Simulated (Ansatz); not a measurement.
# Band table of InBi

```yaml
crystal:
  lattice:
    - [0.00000, 3.38354, 3.38354]
    - [3.38354, 0.00000, 3.38354]
    - [3.38354, 3.38354, 0.00000]
  atoms:
    - { symbol: In, position: [0.00000, 0.00000, 0.00000] }
    - { symbol: Bi, position: [0.75000, 0.75000, 0.75000] }
```

The base volume is that of a database entry, with shape and atoms relaxed on PAW files at held volume, so it needn't be at zero pressure; the structure needn't be the stable phase, at rest or compressed.

Level of theory: DFT with PBEsol, scalar-relativistic, in Ansatz 0.2.0; a Γ-centred 9×9×9 k mesh, Fermi–Dirac smearing of 0.05 eV, no spin polarisation. PAW: frozen-core files, cutoff 420 eV.

This run: the series' base cell.

Spin–orbit coupling is left out, which matters for the heavy atoms. The PAW files were made under PBE.

Path points, in fractions of the reciprocal vectors: Γ (0.000, 0.000, 0.000), X (-0.500, -0.500, 0.000), U (-0.375, -0.375, 0.250), K (-0.375, 0.000, 0.375), L (0.000, 0.000, 0.500), W (-0.500, -0.250, 0.250). The distance column jumps between branches of the path. Levels in eV from the Fermi level; bands 1 to 16, counted from the lowest band of the run. The gap is zero, the pressure -0.68 GPa.

```
# k(1/Å) point b1 b2 b3 b4 b5 b6 b7 b8 b9 b10 b11 b12 b13 b14 b15 b16
0.000 Γ -22.32 -22.32 -22.32 -22.29 -22.29 -14.47 -14.47 -14.47 -14.41 -14.41 -11.45 -1.85 0.11 0.11 0.11 2.94
0.155 - -22.32 -22.32 -22.32 -22.29 -22.29 -14.48 -14.47 -14.47 -14.41 -14.41 -11.39 -2.34 -0.14 -0.14 0.61 2.61
0.309 - -22.32 -22.32 -22.32 -22.29 -22.29 -14.50 -14.46 -14.46 -14.41 -14.41 -11.20 -3.22 -0.67 -0.67 1.41 2.07
0.464 - -22.32 -22.32 -22.32 -22.29 -22.29 -14.52 -14.46 -14.46 -14.42 -14.41 -10.93 -4.10 -1.20 -1.20 1.52 1.97
0.619 - -22.32 -22.32 -22.32 -22.29 -22.29 -14.55 -14.45 -14.45 -14.42 -14.41 -10.61 -4.87 -1.62 -1.62 1.25 1.84
0.774 - -22.32 -22.32 -22.32 -22.29 -22.29 -14.56 -14.44 -14.44 -14.42 -14.41 -10.34 -5.42 -1.88 -1.88 1.15 1.51
0.928 X -22.32 -22.31 -22.31 -22.29 -22.29 -14.57 -14.44 -14.44 -14.43 -14.41 -10.23 -5.62 -1.97 -1.97 1.18 1.31
0.983 - -22.32 -22.32 -22.31 -22.29 -22.29 -14.57 -14.44 -14.44 -14.43 -14.41 -10.23 -5.62 -2.02 -1.96 1.22 1.37
1.038 - -22.32 -22.32 -22.32 -22.29 -22.29 -14.57 -14.44 -14.44 -14.42 -14.41 -10.23 -5.61 -2.14 -1.93 1.26 1.59
1.093 - -22.32 -22.32 -22.32 -22.29 -22.29 -14.57 -14.44 -14.44 -14.42 -14.41 -10.23 -5.60 -2.31 -1.89 1.29 1.96
1.147 - -22.32 -22.32 -22.32 -22.29 -22.29 -14.56 -14.44 -14.44 -14.42 -14.41 -10.23 -5.58 -2.48 -1.83 1.33 2.41
1.202 - -22.32 -22.32 -22.32 -22.29 -22.29 -14.56 -14.44 -14.44 -14.42 -14.41 -10.24 -5.55 -2.63 -1.75 1.38 2.91
1.257 U -22.32 -22.32 -22.32 -22.29 -22.29 -14.56 -14.45 -14.44 -14.42 -14.41 -10.25 -5.52 -2.74 -1.65 1.44 3.45
1.825 K -22.32 -22.32 -22.32 -22.29 -22.29 -14.56 -14.45 -14.44 -14.42 -14.41 -10.25 -5.52 -2.74 -1.65 1.44 3.45
1.989 - -22.32 -22.32 -22.32 -22.29 -22.29 -14.55 -14.45 -14.45 -14.42 -14.41 -10.36 -5.35 -2.79 -1.29 1.58 4.54
2.154 - -22.32 -22.32 -22.32 -22.29 -22.29 -14.54 -14.46 -14.45 -14.41 -14.41 -10.59 -4.97 -2.42 -0.87 1.55 4.23
2.318 - -22.32 -22.32 -22.32 -22.29 -22.29 -14.52 -14.46 -14.46 -14.41 -14.41 -10.89 -4.31 -1.75 -0.45 1.27 3.54
2.482 - -22.32 -22.32 -22.32 -22.29 -22.29 -14.50 -14.47 -14.46 -14.41 -14.41 -11.18 -3.40 -0.94 -0.13 0.88 3.07
2.646 - -22.32 -22.32 -22.32 -22.29 -22.29 -14.48 -14.47 -14.47 -14.41 -14.41 -11.38 -2.41 -0.20 0.06 0.43 2.89
2.810 Γ -22.32 -22.32 -22.32 -22.29 -22.29 -14.47 -14.47 -14.47 -14.41 -14.41 -11.45 -1.85 0.11 0.11 0.11 2.94
2.944 - -22.32 -22.32 -22.32 -22.29 -22.29 -14.48 -14.47 -14.47 -14.41 -14.41 -11.40 -2.25 0.02 0.02 0.27 2.99
3.078 - -22.32 -22.32 -22.32 -22.29 -22.29 -14.49 -14.47 -14.47 -14.41 -14.41 -11.27 -3.07 -0.19 -0.19 0.35 3.35
3.212 - -22.32 -22.32 -22.32 -22.29 -22.29 -14.51 -14.46 -14.46 -14.41 -14.41 -11.06 -3.93 -0.44 -0.44 0.23 3.63
3.346 - -22.32 -22.32 -22.32 -22.29 -22.29 -14.52 -14.46 -14.46 -14.41 -14.41 -10.83 -4.68 -0.64 -0.64 0.06 3.76
3.480 - -22.32 -22.32 -22.32 -22.29 -22.29 -14.53 -14.46 -14.46 -14.41 -14.41 -10.64 -5.20 -0.78 -0.78 -0.07 3.80
3.614 L -22.32 -22.32 -22.32 -22.29 -22.29 -14.54 -14.46 -14.46 -14.41 -14.41 -10.56 -5.39 -0.82 -0.82 -0.11 3.79
3.724 - -22.32 -22.32 -22.32 -22.29 -22.29 -14.54 -14.46 -14.46 -14.41 -14.41 -10.54 -5.38 -1.32 -0.89 0.42 3.66
3.833 - -22.32 -22.32 -22.32 -22.29 -22.29 -14.54 -14.45 -14.45 -14.41 -14.41 -10.48 -5.37 -1.95 -1.09 1.14 3.44
3.943 - -22.32 -22.32 -22.32 -22.29 -22.29 -14.55 -14.45 -14.45 -14.41 -14.41 -10.40 -5.39 -2.41 -1.39 1.78 3.36
4.052 - -22.32 -22.32 -22.32 -22.29 -22.29 -14.56 -14.45 -14.45 -14.42 -14.41 -10.31 -5.43 -2.64 -1.76 2.33 3.42
4.161 - -22.32 -22.32 -22.32 -22.29 -22.29 -14.56 -14.45 -14.44 -14.42 -14.41 -10.24 -5.50 -2.65 -2.12 2.84 3.56
4.271 W -22.32 -22.32 -22.32 -22.29 -22.29 -14.56 -14.45 -14.44 -14.42 -14.42 -10.21 -5.53 -2.52 -2.37 3.23 3.46
4.348 - -22.32 -22.32 -22.32 -22.29 -22.29 -14.56 -14.45 -14.44 -14.42 -14.41 -10.22 -5.53 -2.49 -2.34 3.00 3.01
4.426 - -22.32 -22.32 -22.32 -22.29 -22.29 -14.56 -14.44 -14.44 -14.42 -14.41 -10.22 -5.55 -2.40 -2.28 2.44 2.54
4.503 - -22.32 -22.32 -22.32 -22.29 -22.29 -14.56 -14.44 -14.44 -14.42 -14.41 -10.22 -5.58 -2.27 -2.19 1.94 2.07
4.580 - -22.32 -22.32 -22.31 -22.29 -22.29 -14.57 -14.44 -14.44 -14.42 -14.41 -10.22 -5.60 -2.13 -2.09 1.54 1.67
4.658 - -22.32 -22.32 -22.31 -22.29 -22.29 -14.57 -14.44 -14.44 -14.43 -14.41 -10.23 -5.62 -2.01 -2.00 1.27 1.40
4.735 X -22.32 -22.31 -22.31 -22.29 -22.29 -14.57 -14.44 -14.44 -14.43 -14.41 -10.23 -5.62 -1.97 -1.97 1.18 1.31
```
